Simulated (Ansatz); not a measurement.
This run works on a proposed trial structure, not on a known crystal.

Input and command of a plane-wave DFT calculation in Ansatz:

```yaml
crystal:
  lattice:
    - [5.706440496, 0.0, 0.0]
    - [0.0, 5.706440496, 0.0]
    - [0.0, 0.0, 8.2308647115]
  atoms:
    - { symbol: Be, position: [0.0, 0.0, 0.0] }
    - { symbol: Be, position: [0.5, 0.5, 0.0] }
    - { symbol: Te, position: [0.7261357428, 0.7738642572, 0.8338723207] }
    - { symbol: Te, position: [0.2738642572, 0.2261357428, 0.8338723207] }
    - { symbol: Te, position: [0.7738642572, 0.2738642572, 0.1661276793] }
    - { symbol: Te, position: [0.2261357428, 0.7261357428, 0.1661276793] }
    - { symbol: Te, position: [0.5, 0.0, 0.3728394512] }
    - { symbol: Te, position: [0.0, 0.5, 0.6271605488] }
basis:
  ecutwfc: 420
kpoints:
  mp_grid: { grid: [6, 6, 6] }
hamiltonian:
  xc: pbe
scf:
  occupations: { method: gaussian, width: 0.01 }
output:
  forces: true
  stress: true
  eigenvalues: true
relax:
  adjacent_minimum: "off"
  f_tol: 0.01
  max_steps: 80
  cell: { stress_tol: 0.05 }
```

```bash
ansatz run input.yaml --threads 1 --pin off --max-ram 2560MiB --backend cpu --events-out ev --progress --plain --runs-dir out
```

Processor: Intel(R) Xeon(R) 6975P-C (Granite Rapids), 1 thread, on a host shared with other jobs.

Task: Estimate time, memory and problem size.

Result: About 2.6 min, peak memory 0.76 GiB. It solves 60 bands at 40 k points (after reduction by symmetry) with about 5295 plane waves (on the last cell), in 30 SCF iterations over 5 ionic steps.
